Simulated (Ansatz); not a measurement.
TlHg$_{3}$ (Cu3Au type, space group No. 221), a = 4.655 Å, b = 4.655 Å, c = 4.655 Å, α = 90.00°, β = 90.00°, γ = 90.00°.

Relaxed with PBEsol.

**Question.** Which orbitals make up the states near the Fermi level in the program Ansatz at the PBEsol level (PAW)?

**Answer.** Within 0.5 eV of the Fermi level: Tl 6p 48 %, Hg 6s 18 %, outside the projected shells 29 %. Projections are on Löwdin-orthogonalised atomic valence shells; empty p or d shells of many metals are not among them.

**Question.** Tabulate the density of states.

**Answer.** States/eV per cell of 4 atoms, in 0.25 eV bins, energy from the Fermi level.

```
E (eV)  total  Hg 5d  Hg 6s  Tl 6p
------  -----  -----  -----  -----
-7.85    1.31   0.72   0.11   0.02
-7.60    6.39   5.46   0.61   0.22
-7.35   18.45  17.18   0.78   0.32
-7.10   18.36  17.50   0.35   0.38
-6.85   18.37  17.47   0.29   0.47
-6.60   24.91  24.22   0.25   0.27
-6.35   18.95  18.42   0.26   0.16
-6.10    9.97   9.47   0.23   0.12
-5.85    3.08   2.54   0.22   0.11
-5.60    1.29   0.61   0.27   0.15
-5.35    1.21   0.45   0.30   0.16
-5.10    1.15   0.34   0.37   0.18
-4.85    1.39   0.33   0.52   0.20
-4.60    1.26   0.25   0.47   0.18
-4.35    1.00   0.18   0.35   0.15
-4.10    0.91   0.16   0.31   0.15
-3.85    1.03   0.18   0.39   0.24
-3.60    1.14   0.19   0.48   0.30
-3.35    1.39   0.20   0.60   0.35
-3.10    1.84   0.24   0.85   0.45
-2.85    1.57   0.17   0.77   0.32
-2.60    1.76   0.16   0.94   0.33
-2.35    1.69   0.14   1.00   0.26
-2.10    1.54   0.10   0.96   0.21
-1.85    1.55   0.08   0.93   0.27
-1.60    1.33   0.05   0.81   0.23
-1.35    1.19   0.04   0.68   0.29
-1.10    1.10   0.04   0.61   0.28
-0.85    1.04   0.03   0.47   0.34
-0.60    0.93   0.03   0.33   0.37
-0.35    0.83   0.03   0.18   0.40
-0.10    0.97   0.03   0.16   0.49
0.15     1.17   0.03   0.19   0.57
0.40     1.42   0.04   0.23   0.68
0.65     2.04   0.05   0.33   0.96
0.90     2.11   0.05   0.33   0.96
1.15     1.92   0.04   0.33   0.81
1.40     1.96   0.03   0.37   0.76
1.65     1.88   0.03   0.39   0.70
1.90     1.47   0.02   0.32   0.50
2.15     1.24   0.02   0.27   0.41
2.40     1.42   0.02   0.27   0.45
2.65     1.90   0.03   0.35   0.64
2.90     1.94   0.03   0.33   0.67
3.15     1.61   0.02   0.22   0.51
3.40     1.53   0.02   0.16   0.39
3.65     2.00   0.02   0.21   0.51
3.90     1.62   0.02   0.18   0.41
4.15     1.35   0.01   0.12   0.29
4.40     1.73   0.01   0.13   0.32
4.65     2.29   0.01   0.14   0.37
```

Space group Pm-3m (Cu3Au type). The workflow started from an entry of the Crystallography Open Database (COD). Its standing as an ambient phase is unchecked. Symmetry was held in the PBEsol relaxation; whether a distortion lowers the energy is not shown. Spin–orbit coupling is left out wherever it is not named.

Potentials: the later of the program's two PAW sets.
